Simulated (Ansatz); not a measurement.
SnS$_{2}$ (fluorite, space group No. 225) under volume change, plane-wave PAW PBE (Ansatz code), scaled uniformly.

```tsv
V (Å³/atom)	E − E(relaxed) (meV/atom)	P (GPa)
20.768	42.3	7.24
21.453	17.6	4.39
22.138	4.1	2.00
22.823	0.0	0.00
23.507	3.7	-1.66
24.192	13.8	-3.05
24.877	29.4	-4.23
```

Question: What does a third-order Birch–Murnaghan fit give for V₀, B₀ and B′?

Answer: V₀ = 22.82 Å³/atom, B₀ = 60.7 GPa, B′ = 5.0.

Space group Fm-3m (fluorite). A made-up cell: these elements were put on the sites of a structure type; neither database checked (COD, Materials Project) lists it. It is not the phase usual at ambient conditions (space group No. 164). Symmetry was held in the PBE relaxation; whether a distortion lowers the energy is not shown. Scalar-relativistic: spin–orbit coupling is off unless named, which matters more the heavier the elements.

Potentials: the later of the program's two PAW sets.
